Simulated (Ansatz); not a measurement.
Input:

Rb:
```cif
data_Rb
_chemical_formula_sum 'Rb1'
_space_group_name_H-M_alt 'P 1'
_space_group_IT_number 1
_cell_length_a 4.81359
_cell_length_b 4.81359
_cell_length_c 4.81359
_cell_angle_alpha 109.471
_cell_angle_beta 109.471
_cell_angle_gamma 109.471
loop_
_space_group_symop_operation_xyz
  'x, y, z'
loop_
_atom_site_label
_atom_site_type_symbol
_atom_site_fract_x
_atom_site_fract_y
_atom_site_fract_z
_atom_site_occupancy
Rb1 Rb 0.00000 0.00000 0.00000 1
```

This is the PBE+D3(BJ)-relaxed structure.

Q: All from DFT-PBE+D3(BJ) in the program Ansatz with PAW potentials, unless another level is named. Give the Poisson's ratio.

A: 0.35.

Q: Give the elastic constants (relaxed ions, GPa).

A: C11 = 3.5, C12 = 2.9, C44 = 2.3.

Space group Im-3m (bcc (W type)). Symmetry was held in the PBE+D3(BJ) relaxation. The pairwise dispersion correction was not fitted to metals. As this level gives no gap, shear constants depend on the k-mesh and smearing (Fermi–Dirac, 0.1 eV here).

Potentials: the earlier of the program's two PAW sets.
